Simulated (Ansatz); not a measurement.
Mg (hcp, Mg type)

```yaml
crystal:
  lattice:
    - [3.18616, 0.00000, 0.00000]
    - [-1.59308, 2.75930, 0.00000]
    - [0.00000, 0.00000, 5.22349]
  atoms:
    - { symbol: Mg, position: [0.33333, 0.66667, 0.75000] }
    - { symbol: Mg, position: [0.66667, 0.33333, 0.25000] }
```

E(V) scan at fixed shape, V₀ the volume above. Symmetry pins the atoms to their sites.

Computed with PBE (plane waves to 420 eV, PAW, scalar-relativistic; Ansatz, a quantum-chemistry and plane-wave program). k mesh 17×17×9 (Γ-centred), Fermi-Dirac smearing 0.05 eV. The energy includes the smearing's −TS. Compression counts positive. With the shape held, the modulus is that of even scaling; a crystal free to change shape is softer. Mg was relaxed with its symmetry unable to fall. The PAW data are Ansatz's earlier set. The zero of ΔE is the relaxed starting cell. The last digit holds for this mesh only.

```json
[
 {"V (Å³/atom)": "19.288", "ΔE (meV/atom)": "88.2"},
 {"V (Å³/atom)": "20.206", "ΔE (meV/atom)": "46.0"},
 {"V (Å³/atom)": "21.124", "ΔE (meV/atom)": "19.0"},
 {"V (Å³/atom)": "22.043", "ΔE (meV/atom)": "4.4"},
 {"V (Å³/atom)": "22.961", "ΔE (meV/atom)": "0.0"},
 {"V (Å³/atom)": "23.880", "ΔE (meV/atom)": "withheld"},
 {"V (Å³/atom)": "24.798", "ΔE (meV/atom)": "14.5"},
 {"V (Å³/atom)": "25.717", "ΔE (meV/atom)": "30.6"},
 {"V (Å³/atom)": "26.635", "ΔE (meV/atom)": "51.3"}
]
```

**Question.** Fit a third-order Birch-Murnaghan form (E₀, V₀, B₀, B₀′ free) to the given rows and predict ΔE at V = 23.880.

**Answer.** Least squares on the 8 given rows: ΔE = E₀ + (9V₀B₀/16)·y²·[2 + (B₀′ − 4)y], y = (V₀/V)^(2/3) − 1, with V₀ = 22.963 Å³/atom, B₀ = 35.93 GPa (160.2 GPa = 1 eV/Å³; the term in eV is multiplied by 1000), B₀′ = 4.03, E₀ = 0.01 meV/atom; root-mean-square residual 0.03 meV/atom. At 23.880 the fit gives 3.9 meV/atom; the calculation gives 3.8 meV/atom, so the interpolation is off by 0.1 (+2.6 %). For the pressure the fit gives -1.3 GPa against the computed -1.3 GPa.

(A scan under strain: stresses follow from slopes of the energy per volume, elastic moduli from its curvatures.)
